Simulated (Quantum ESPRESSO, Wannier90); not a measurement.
# ZnSnP₂ (chalcopyrite), plane waves to Wannier functions

```
begin unit_cell_cart
ang
    5.6475000000    0.0000000000    0.0000000000
    0.0000000000    5.6475000000    0.0000000000
   -2.8237500000   -2.8237500000    5.6621700000
end unit_cell_cart
begin atoms_frac
Zn   0.2500000000 -0.2500000000  0.5000000000
Zn   0.0000000000  0.0000000000  0.0000000000
Sn  -0.2500000000  0.2500000000  0.5000000000
Sn   0.5000000000  0.5000000000  0.0000000000
P    0.3536200000  0.3750000000  0.2500000000
P    0.1250000000 -0.3536200000 -0.2500000000
P   -0.1036200000 -0.1250000000  0.2500000000
P   -0.3750000000  0.1036200000 -0.2500000000
end atoms_frac
```

Materials Project entry mp-4175; symmetrised, unrelaxed at this level. Not found in the COD (Crystallography Open Database) copy used; not checked further. Level: PBEsol, no spin polarisation, no spin-orbit coupling; pw.x of Quantum ESPRESSO at 68 Ry with PseudoDojo potentials, 4×4×4 k-points, Wannier90. Density: 6×6×6 mesh, Gaussian smearing 0.01 Ry. Spin-orbit coupling is left out although heavy elements are present.

A tight-binding model is made by disentanglement and projection with no localisation steps (num_iter = 0), so the 42 orbitals stay atom-like: hydrogen-like Zn: s;p;d; Sn: s;p; P: s;p, axes along x, y, z; frozen window up to 2.26 eV relative to the valence-band maximum. It follows pw.x to 6.3 meV rms for states up to 1.8 eV relative to the valence-band maximum. Matrix elements depend on this choice of orbitals and windows.

The 45 largest hoppings ⟨m,0|H|n,R⟩ between different sites (one of each Hermitian pair; signs follow the real orbitals' lobes; the list may end inside a set of equal values):

| m | n | R | distance of the centres (Å) | t (eV) |
|---|---|---|---|---|
| Zn1 s | P6 s | 0 0 1 | 2.37 | -1.630 |
| P7 s | Zn1 s | 0 0 0 | 2.37 | -1.630 |
| P8 s | Zn2 s | 0 0 0 | 2.37 | -1.630 |
| P5 s | Zn1 s | 0 1 0 | 2.37 | -1.630 |
| P5 s | Zn2 s | 0 0 0 | 2.37 | -1.630 |
| Zn1 s | P8 s | 1 0 1 | 2.37 | -1.630 |
| P7 s | Zn2 s | 0 0 0 | 2.37 | -1.630 |
| P6 s | Zn2 s | 0 0 0 | 2.37 | -1.630 |
| P5 s | Zn2 pz | 0 0 0 | 2.37 | -1.429 |
| P7 s | Zn1 py | 0 0 0 | 2.30 | -1.429 |
| P5 s | Zn1 pz | 0 1 0 | 2.37 | 1.428 |
| P8 s | Zn2 px | 0 0 0 | 2.30 | 1.428 |
| Zn1 px | P6 s | 0 0 1 | 2.30 | 1.428 |
| Zn1 pz | P6 s | 0 0 1 | 2.37 | -1.428 |
| P8 s | Zn2 pz | 0 0 0 | 2.37 | 1.428 |
| P6 s | Zn2 pz | 0 0 0 | 2.37 | 1.428 |
| P7 s | Zn2 py | 0 0 0 | 2.31 | 1.428 |
| P7 s | Zn2 pz | 0 0 0 | 2.37 | -1.428 |
| P5 s | Zn2 py | 0 0 0 | 2.30 | -1.428 |
| P5 s | Zn1 py | 0 1 0 | 2.31 | 1.428 |
| P7 s | Zn1 pz | 0 0 0 | 2.37 | 1.428 |
| Zn1 pz | P8 s | 1 0 1 | 2.37 | -1.427 |
| Zn1 px | P8 s | 1 0 1 | 2.31 | -1.427 |
| P6 s | Zn2 px | 0 0 0 | 2.31 | -1.426 |
| P7 pz | Zn1 s | 0 0 0 | 2.41 | -1.376 |
| Sn4 s | P7 px | 1 1 0 | 2.46 | 1.376 |
| Zn1 s | P8 pz | 1 0 1 | 2.41 | 1.376 |
| Sn3 s | P8 py | 0 0 1 | 2.46 | -1.376 |
| P7 px | Sn3 s | 0 0 0 | 2.46 | 1.376 |
| Zn1 s | P6 pz | 0 0 1 | 2.41 | 1.376 |
| P8 pz | Zn2 s | 0 0 0 | 2.41 | -1.376 |
| P7 pz | Zn2 s | 0 0 0 | 2.41 | 1.376 |
| Sn4 s | P6 py | 0 1 0 | 2.46 | 1.376 |
| P5 px | Sn3 s | 1 0 0 | 2.46 | -1.375 |
| Sn4 s | P8 py | 1 0 0 | 2.46 | -1.375 |
| P5 px | Sn4 s | 0 0 0 | 2.46 | -1.375 |
| P6 pz | Zn2 s | 0 0 0 | 2.41 | -1.375 |
| P5 pz | Zn1 s | 0 1 0 | 2.41 | -1.375 |
| Sn3 s | P6 py | 0 1 1 | 2.46 | 1.375 |
| P5 pz | Zn2 s | 0 0 0 | 2.41 | 1.375 |
| P5 s | Sn4 s | 0 0 0 | 2.53 | -1.368 |
| P5 s | Sn3 s | 1 0 0 | 2.53 | -1.368 |
| Sn4 s | P6 s | 0 1 0 | 2.53 | -1.368 |
| Sn4 s | P8 s | 1 0 0 | 2.53 | -1.368 |
| Sn3 s | P6 s | 0 1 1 | 2.53 | -1.368 |
